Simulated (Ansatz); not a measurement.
Si$_{3}$Bi$_{4}$O$_{12}$:
```cif
data_Bi16O48Si12
_chemical_formula_sum 'Si12 Bi16 O48'
_space_group_name_H-M_alt 'I-43d'
_space_group_IT_number 220
_space_group_name_Hall 'I -4bd 2c 3'
_cell_length_a 10.28022
_cell_length_b 10.28022
_cell_length_c 10.28022
_cell_angle_alpha 90.000
_cell_angle_beta 90.000
_cell_angle_gamma 90.000
loop_
_atom_site_label
_atom_site_type_symbol
_atom_site_symmetry_multiplicity
_atom_site_Wyckoff_symbol
_atom_site_fract_x
_atom_site_fract_y
_atom_site_fract_z
_atom_site_occupancy
Si1 Si 12 a 0.00000 0.25000 0.37500 1
Bi1 Bi 16 c 0.08233 0.08233 0.08233 1
O1 O 48 e 0.06082 0.13058 0.28863 1
```
(The calculation used a cell of 38 atoms; values per cell refer to that cell.)

This is the PBEsol-relaxed structure.

Question: All from plane-wave PAW PBEsol (Ansatz code), unless another level is named. Estimate the band gap.

Answer: 3.98 eV (indirect).

Question: Predict the smallest direct gap on the standard path.

Answer: 4.03 eV.

Question: Predict the formation energy from the elements (no fitted shifts).

Answer: -2.03 eV/atom.

Question: Give the HSE06 gap on the PBEsol cell.

Answer: 5.30 eV.

Question: Next, the conduction-band minimum?

Answer: on the Γ–H line, 54 % of the way from Γ (6 equivalent valleys).

Question: What about the valence-band maximum?

Answer: at H.

The first step of the workflow began from a Materials Project structure, measured or hypothetical; the Crystallography Open Database files this formula in space group No. 220, but the cells were not matched. Whether it is the stable phase at ambient conditions was not checked. The cell was relaxed with PBEsol under the symmetry of its start; whether a distortion lowers the energy is not shown. The references are the lowest solids computed at this level, not always the standard phases (solids in place of the gases). Spin–orbit coupling is left out wherever it is not named.

Potentials: the later of the program's two PAW sets.
